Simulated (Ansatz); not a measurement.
# Trajectory cell Hf32O64 of monoclinic HfO2

These are results of DFT, PBEsol, PAW, plane waves (Ansatz), not measurements.

Command (of this form; memory limits and the device number are left out):

```sh
ansatz run in.yaml --threads 11 --pin off --runs-dir r --events-out ev --progress --plain --backend cuda
```

The input less its lattice and atoms:

```yaml
accuracy: low
kpoints:
  mp_grid: { grid: [1, 1, 1] }
hamiltonian:
  xc: pbesol
scf:
  occupations: { method: fermi_dirac, width: 0.1 }
md:
  ensemble: nvt_langevin
  timestep: 2.5
  n_steps: 240
  temperature: 500
  temperature_schedule: [{ n_steps: 120, end_temperature: 500 }, { n_steps: 120, end_temperature: 500 }]
  friction: 0.02
  initial_velocities: maxwell_boltzmann
  seed: 1
```

Start:

```
Hf O
1.0
    10.21242    0.00000   -0.02818
     0.00000   10.37376    0.00000
    -1.73411    0.00000   10.41907
Hf O
32 64
Direct
  0.13478 0.01834 0.10407
  0.13704 0.02276 0.60425
  0.14054 0.51934 0.10553
  0.13766 0.52410 0.60421
  0.63115 0.01792 0.10488
  0.64008 0.02304 0.60713
  0.64025 0.52437 0.10405
  0.63851 0.51816 0.60627
  0.35965 0.27428 0.14586
  0.35943 0.27308 0.64333
  0.36012 0.77194 0.14545
  0.36045 0.77267 0.64654
  0.86012 0.26908 0.14380
  0.86021 0.27049 0.64526
  0.86153 0.77109 0.14397
  0.85656 0.76766 0.64471
  0.35999 0.47829 0.39603
  0.36173 0.47868 0.90074
  0.35992 0.98148 0.39812
  0.36175 0.97452 0.89391
  0.86353 0.47644 0.39553
  0.86122 0.47716 0.89987
  0.86170 0.97956 0.39849
  0.86225 0.97950 0.89581
  0.14070 0.23373 0.35029
  0.13932 0.22847 0.85847
  0.13876 0.72690 0.34836
  0.14110 0.72584 0.85111
  0.63714 0.22639 0.35126
  0.63916 0.23215 0.85733
  0.64266 0.72920 0.35788
  0.63841 0.72966 0.85368
  0.03395 0.16910 0.16915
  0.03674 0.16647 0.67124
  0.03375 0.66580 0.17112
  0.03671 0.66662 0.67135
  0.53367 0.17064 0.17104
  0.53233 0.16927 0.66885
  0.53611 0.66818 0.16804
  0.53973 0.66867 0.67301
  0.46624 0.41899 0.07995
  0.46530 0.41493 0.58288
  0.46227 0.91583 0.07955
  0.46102 0.91854 0.57447
  0.96389 0.41509 0.08343
  0.96111 0.41757 0.57999
  0.96633 0.91451 0.08005
  0.96589 0.91826 0.57903
  0.46622 0.32954 0.32748
  0.46380 0.33572 0.83223
  0.46305 0.83269 0.33309
  0.46376 0.83394 0.82829
  0.96528 0.33087 0.33106
  0.96818 0.32886 0.83102
  0.96007 0.83326 0.33136
  0.96774 0.83439 0.83031
  0.03440 0.08086 0.42362
  0.03861 0.07953 0.92342
  0.03541 0.57707 0.41872
  0.03755 0.58082 0.91997
  0.53777 0.08394 0.42205
  0.53418 0.08187 0.92165
  0.53682 0.58158 0.42094
  0.53639 0.57856 0.92036
  0.22355 0.38162 0.24192
  0.21890 0.38104 0.73806
  0.22620 0.88047 0.23987
  0.22056 0.87776 0.73818
  0.72413 0.37831 0.24360
  0.72411 0.37877 0.73849
  0.72425 0.87842 0.23871
  0.72674 0.88076 0.74335
  0.27740 0.13046 0.00909
  0.27566 0.12985 0.50828
  0.27613 0.62955 0.00929
  0.27315 0.63082 0.50925
  0.77720 0.12871 0.00789
  0.77921 0.12594 0.51229
  0.77713 0.63042 0.00481
  0.77380 0.62825 0.51048
  0.27635 0.12025 0.25935
  0.27806 0.11984 0.75846
  0.27530 0.62213 0.25528
  0.27711 0.62009 0.76355
  0.77553 0.12139 0.26362
  0.77478 0.12212 0.75839
  0.77570 0.62523 0.26186
  0.77841 0.62282 0.75985
  0.22441 0.37308 0.49052
  0.22292 0.37180 0.98842
  0.22482 0.87241 0.48823
  0.22025 0.86815 0.98703
  0.72162 0.36894 0.49004
  0.72392 0.36880 0.99030
  0.72515 0.86813 0.48497
  0.72639 0.87340 0.98926
```

Some of the steps:

```tsv
step	free energy without the kinetic part, less step 19 (eV)	temperature (K)	largest force component (eV/Å)
19	0.000	381	2.27
39	0.645	459	2.65
59	0.684	484	2.05
79	0.403	484	3.16
99	0.355	493	2.55
119	0.550	419	2.75
139	1.250	491	3.51
159	1.546	509	2.98
179	1.827	419	2.85
199	0.955	533	3.09
219	2.105	557	3.37
239	1.752	480	3.17
```

End:

```xyz
96
Lattice="10.2124 0.0000 -0.0282 0.0000 10.3738 0.0000 -1.7341 0.0000 10.4191" Properties=species:S:1:pos:R:3 pbc="T T T"
Hf    1.2117    0.3945    1.0305
Hf    0.3633    0.2509    6.2915
Hf    1.3212    5.5678    1.1048
Hf    0.3849    5.4398    6.2311
Hf    6.4591    0.4019    1.0096
Hf    5.4595    0.3401    6.2461
Hf    6.4947    5.6330    1.1753
Hf    5.4131    5.4250    6.2952
Hf    3.4514    2.8341    1.5591
Hf    2.6137    2.8450    6.6680
Hf    3.5468    8.1410    1.4254
Hf    2.5498    8.0691    6.7926
Hf    8.6079    3.0671    1.5366
Hf    7.6317    2.8120    6.7639
Hf    8.6641    8.1042    1.5398
Hf    7.6846    7.9786    6.7981
Hf    3.0964    5.0372    4.1198
Hf    2.2112    4.9932    9.3338
Hf    2.9917   10.2748    4.1583
Hf    2.0827   10.2345    9.2927
Hf    8.1597    5.2192    4.1439
Hf    7.2417    5.1229    9.3327
Hf    8.0220   10.3315    4.0818
Hf    7.2315   10.2810    9.2533
Hf    0.7531    2.4780    3.6465
Hf   -0.2119    2.6006    8.8038
Hf    0.9729    7.6683    3.6805
Hf   -0.0408    7.5542    8.8604
Hf    5.9612    2.4870    3.6027
Hf    5.0292    2.4798    8.7528
Hf    5.8344    7.7101    3.7014
Hf    5.0539    7.6457    8.9242
O    -0.0162    1.8251    1.9110
O    -0.9024    1.8889    7.0285
O     0.1221    7.0912    1.7617
O    -0.7303    7.0400    6.9284
O     5.1822    1.8672    1.6122
O     4.3381    1.8949    6.8580
O     5.1510    7.0509    1.8173
O     4.2552    6.9497    7.1239
O     4.7088    4.4432    0.8796
O     3.6107    4.5777    6.1148
O     4.6510    9.7042    0.8069
O     3.7781    9.6626    6.1026
O     9.9777    4.3903    0.7822
O     8.7919    4.4770    5.9920
O     9.7802    9.6096    0.5973
O     8.8595    9.5297    6.1424
O     4.2437    3.6649    3.4627
O     3.3329    3.4588    8.6983
O     4.1276    8.6321    3.5847
O     3.3208    8.6944    8.6375
O     9.4286    3.7047    3.3661
O     8.3218    3.5670    8.7128
O     9.4492    8.8624    3.2798
O     8.2953    8.4579    8.7483
O    -0.4971    1.0090    4.4677
O    -1.2458    1.1135    9.5454
O    -0.3395    6.2842    4.4549
O    -1.1963    6.0470    9.4748
O     4.7749    0.9431    4.2734
O     3.8728    0.9951    9.5409
O     4.7132    6.1738    4.3936
O     3.9213    6.0772    9.7415
O     1.9065    4.2253    2.4397
O     1.1152    4.0236    7.6037
O     1.9825    9.2280    2.5318
O     1.0641    9.1260    7.6331
O     7.0968    4.0669    2.6671
O     6.0569    4.1128    7.7723
O     6.9734    9.3170    2.4108
O     6.0862    9.1283    7.6617
O     2.7469    1.3143    0.1107
O     1.9985    1.4236    5.2072
O     2.8738    6.6074    0.0530
O     2.0639    6.7062    5.1513
O     8.0084    1.3728    0.0353
O     6.9615    1.3900    5.2189
O     7.9524    6.5861    0.1637
O     7.0063    6.6076    5.2896
O     2.4158    1.3762    2.6919
O     1.5037    1.4138    7.8531
O     2.4056    6.6980    2.6515
O     1.5538    6.4736    7.8953
O     7.4740    1.4665    2.6032
O     6.6499    1.2894    7.7716
O     7.6753    6.6003    2.6194
O     6.5861    6.5623    7.8719
O     1.4223    3.8711    5.0441
O     0.6911    3.8305   10.3258
O     1.3714    9.1895    5.1453
O     0.4971    9.0586   10.2798
O     6.4128    3.8440    5.1710
O     5.7718    3.8374   10.3311
O     6.4724    9.2101    5.0522
O     5.7241    9.1140   10.2614
```

The run ended as planned.

Time: 2.9 min of wall time on one NVIDIA H100 with 11 processor threads, on a host shared with other runs; peak host memory 1.3 GiB.
